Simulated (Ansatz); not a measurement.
PbSe (rock salt)

```
CELL_PARAMETERS angstrom
      0.00000     3.05080     3.05080
      3.05080     0.00000     3.05080
      3.05080     3.05080     0.00000
ATOMIC_POSITIONS crystal
  Se 0.00000 0.00000 0.00000
  Pb 0.50000 0.50000 0.50000
```

Grid over V/V₀ and (c/a)/(c/a)₀, subscript 0 meaning the relaxed cell; the conventional c axis lies along z; no internal relaxation.

All values below come from PBEsol (plane waves to 420 eV, PAW, scalar-relativistic; Ansatz, a first-principles code). k mesh 9×9×9 (Γ-centred), Fermi-Dirac smearing 0.05 eV. The energy includes the smearing's −TS. PbSe was relaxed with its symmetry unable to fall. Spin-orbit coupling is left out, though Pb is heavy. The zero of ΔE is the relaxed starting cell.

Problem. Give the computed ΔE (eV/atom) at all points of the grid V/V₀ = 0.960, 0.973, 0.987, 1.000, 1.013, 1.027, 1.040 by (c/a)/(c/a)₀ = 0.920, 0.947, 0.973, 1.000, 1.027, 1.053, 1.080.

Solution. ΔE (eV/atom), with V/V₀ across and (c/a)/(c/a)₀ down:

```
(c/a)/(c/a)₀ \ V/V₀   0.960   0.973   0.987   1.000   1.013   1.027   1.040
-------------------  ------  ------  ------  ------  ------  ------  ------
0.920                0.0742  0.0667  0.0612  0.0577  0.0559  0.0557  0.0571
0.947                0.0358  0.0299  0.0261  0.0240  0.0238  0.0251  0.0279
0.973                0.0147  0.0097  0.0068  0.0056  0.0062  0.0083  0.0119
1.000                0.0082  0.0035  0.0009  0.0000  0.0008  0.0032  0.0071
1.027                0.0139  0.0091  0.0061  0.0050  0.0056  0.0077  0.0114
1.053                0.0300  0.0244  0.0207  0.0189  0.0188  0.0203  0.0233
1.080                0.0548  0.0479  0.0431  0.0402  0.0390  0.0395  0.0415
```

(Under strain, the slope of the energy per volume gives the stress and its curvature an elastic modulus.)
